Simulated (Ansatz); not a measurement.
TaAs: from a starting cell to a relaxed one

The start is a generated cell, TaAs built in the CoSn structure type. Cell shape, volume and atoms are optimised at zero target pressure with PBEsol (plane waves to 420 eV, PAW, scalar-relativistic; Ansatz, an electronic-structure program). First-step values are on the input's coarse k-mesh.

Ansatz input (later rounds restart from its end on a renewed k-mesh):
Ansatz 0.2 input:
```yaml
crystal:
  lattice:
    - [5.67094, 0, 0]
    - [-2.83547, 4.9111781, 0]
    - [0, 0, 4.575962]
  atoms:
    - { symbol: Ta, position: [0.5, 0, 0] }
    - { symbol: Ta, position: [0.5, 0.5, 0] }
    - { symbol: Ta, position: [0, 0.5, 0] }
    - { symbol: As, position: [0, 0, 0] }
    - { symbol: As, position: [0.33333333, 0.66666667, 0.5] }
    - { symbol: As, position: [0.66666667, 0.33333333, 0.5] }
basis: { ecutwfc: 420, ecutrho_ratio: 4, xc_grid: 2, fft_grid_basis: typed }
kpoints: { mp_grid: { grid: [5, 5, 5] } }
hamiltonian:
  xc: pbesol
  dispersion: none
  pseudopotentials: { azcp: { folder: ./paw }, kind: paw }
scf: { occupations: { method: fermi_dirac, width: 0.05 } }
relax: { f_tol: 0.01, max_steps: 100, cell: { stress_tol: 0.02 } }
output: { forces: true, stress: true }
```

| Quantity | Result |
|---|---|
| Outcome | The space group stays P6/mmm (No. 191) (the run could not lower it); the end is AFLOW prototype AB_hP6_191_f_ad (B35, as in CoSn), with 6 atoms in the primitive cell |
| Volume change | -10.3 %, from 21.24 to 19.05 Å³/atom |
| Shortest distances (start → end) | The closest pairs of elements (up to four, under 3.6 Å), start → end: As–Ta 2.81 → 2.66 Å; Ta–Ta 2.84 → 2.80 Å; As–As 3.27 → 3.23 Å |
| Band gap at the end | zero (metallic) |
| Optimiser moves | 9 |

It ends as:

Space group P6/mmm (No. 191); a = b = 5.594 Å, c = 4.218 Å, α = β = 90.00°, γ = 120.00°

```tsv
atom	site	symmetry	x	y	z
Ta	3f	mmm	0.0000	0.5000	0.0000
As	1a	6/mmm	0.0000	0.0000	0.0000
As	2d	-6m2	0.3333	0.6667	0.5000
```

Final values are on a 10×10×11 k-mesh of the relaxed cell. No spin polarisation in the result.

The run could not lose the symmetry of its start: the end is stationary, and may be a saddle point rather than a minimum.

All atoms sit on sites fixed by symmetry, so only the cell could relax.

The relaxed structure here is a generated cell of TaAs: the first start was made by placing the elements on the sites of a structure type, and the end was not matched to a known phase here, so it may be hypothetical. Known forms of TaAs include space group No. 109.
